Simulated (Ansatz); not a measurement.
Formation energies in the Nb–Si system, lowest calculated structure of each composition. Computed with PBE (plane waves to 420 eV, PAW, scalar-relativistic; Ansatz, a quantum-chemistry and plane-wave program). Element references, the lowest calculated here: Nb (Im-3m), Si (Fd-3m).

| phase | x(Si) | space group | E_f (eV/atom) | above hull (eV/atom) |
|---|---|---|---|---|
| Nb | 0.000 | Im-3m | 0.00 | 0.00 |
| NbSi | 0.500 | I4₁md | -0.23 | 0.19 |
| NbSi2 | 0.667 | P6₂22 | -0.56 | 0.00 |
| Si | 1.000 | Fd-3m | 0.00 | 0.00 |

For NbSi a lower structure may exist, so the energies are upper bounds and are not judged. On the hull: NbSi2.

This is the hull of the energies calculated here, no anion corrections; phases that were not calculated are missing from it. Values are rounded to 0.01 eV/atom. Not shown to be the ambient phase of their composition (a lower form may be missing, and a cell relaxed within its start's symmetry can be a saddle point): NbSi (I4₁md). The compounds carry no spin polarisation.
